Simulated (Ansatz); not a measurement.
Here is the system:

CoIrPt:
```xyz
3
Lattice="2.6932 0.0000 0.0000 -1.3466 2.3324 0.0000 0.0000 0.0000 6.5775" Properties=species:S:1:pos:R:3 pbc="T T T"
Co     0.0000     0.0000     6.5459
Pt     0.0000     1.5549     2.0986
Ir     1.3466     0.7775     4.5106
```
The run is spin-polarised.

This is the r²SCAN-relaxed structure.

### Question
All from DFT-r²SCAN in the program Ansatz with PAW potentials, unless another level is named. Estimate the net moment.

### Answer
1.01 μB per atom.

### Question
What about the Bader charges?

### Answer
Co +0.50, Pt -0.28, Ir -0.23 e.

Space group P3m1. The start of the workflow was typed in or built on a structure type; neither database checked (COD, Materials Project) lists it. Its standing as an ambient phase is unchecked. The r²SCAN relaxation kept the symmetry of its start; whether a distortion lowers the energy is not shown. Spin order of the final state: ferromagnetic, chosen from 3 collinear starts compared on coarse meshes (ties went to the first, and starts can fall back to one state), not a proven ground state. Other orbital occupations within this spin state were not tried. For itinerant 3d metals, meta-GGAs of the SCAN family and hybrids are commonly reported to give too large moments. Scalar-relativistic: spin–orbit coupling is off unless named, which matters more the heavier the elements.

Potentials: the earlier of the program's two PAW sets.
